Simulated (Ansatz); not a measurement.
The relaxed structure here is a generated cell of SiC: the first start was made by placing the elements on the sites of a structure type, and the end was not matched to a known phase here, so it may be hypothetical. Known forms of SiC include space group No. 186, 216.

A relaxed structure of SiC. Space group Pnma (No. 62). These are r2SCAN (plane waves to 500 eV, PAW, scalar-relativistic; Ansatz, a quantum-chemistry and plane-wave program) values and carry that method's errors.

```cif
data_C4Si4
_chemical_formula_sum 'Si4 C4'
_space_group_name_H-M_alt 'Pnma'
_space_group_IT_number 62
_space_group_name_Hall '-P 2ac 2n'
_cell_length_a 5.78521
_cell_length_b 3.12487
_cell_length_c 5.18451
_cell_angle_alpha 90.000
_cell_angle_beta 90.000
_cell_angle_gamma 90.000
loop_
_space_group_symop_operation_xyz
  'x, y, z'
  '-x, -y, -z'
  '-x+1/2, -y, z+1/2'
  'x+1/2, y, -z+1/2'
  'x+1/2, -y+1/2, -z+1/2'
  '-x+1/2, y+1/2, z+1/2'
  '-x, y+1/2, -z'
  'x, -y+1/2, z'
loop_
_atom_site_label
_atom_site_type_symbol
_atom_site_symmetry_multiplicity
_atom_site_Wyckoff_symbol
_atom_site_fract_x
_atom_site_fract_y
_atom_site_fract_z
_atom_site_occupancy
Si1 Si 4 c 0.15937 0.75000 0.09568 1
C1 C 4 c 0.17661 0.25000 0.89692 1
```

- Volume per atom = 11.72 Å³
- Band gap = 3.03 eV, indirect (valence top at Γ, conduction bottom at U) (no spin-orbit coupling)
- Smallest direct gap = 3.56 eV at 25 % of the way from Γ to X
- Shortest distances = C–Si 1.83 Å; Si–Si 2.61 Å; C–C 2.79 Å
- k-mesh = 6×11×7

Band energies at high-symmetry points (eV from the VBM; labels of this space group; no spin-orbit coupling), from −5 eV up to 6.0 eV:

| point | energies |
|---|---|
| Γ | -4.25 -3.79 -2.29 -1.41 -0.97 -0.44 -0.15 0.00 3.56 5.07 5.51 5.63 |
| X | -4.29 -4.29 -3.25 -3.25 -2.44 -2.44 -1.21 -1.21 -0.50 -0.50 3.70 3.70 5.18 5.18 |
| S | -4.43 -4.43 -4.43 -4.43 -1.93 -1.93 -1.93 -1.93 4.79 4.79 4.79 4.79 |
| Y | -4.71 -4.71 -3.41 -3.41 -3.16 -3.16 -1.88 -1.88 3.21 3.21 |
| Z | -3.48 -3.48 -3.14 -3.14 -2.85 -2.85 -1.45 -1.45 -0.76 -0.76 3.89 3.89 |
| U | -3.08 -3.08 -2.51 -2.51 -0.91 -0.91 -0.89 -0.89 3.03 3.03 5.99 5.99 |
| R | -3.13 -3.13 -3.13 -3.13 -2.16 -2.16 -2.16 -2.16 4.84 4.84 4.84 4.84 |
| T | -4.38 -4.38 -1.48 -1.48 -0.48 -0.48 4.50 4.50 5.09 5.09 |

No spin polarisation in the result.

The run could not lose the symmetry of its start, so the end can be a saddle point.
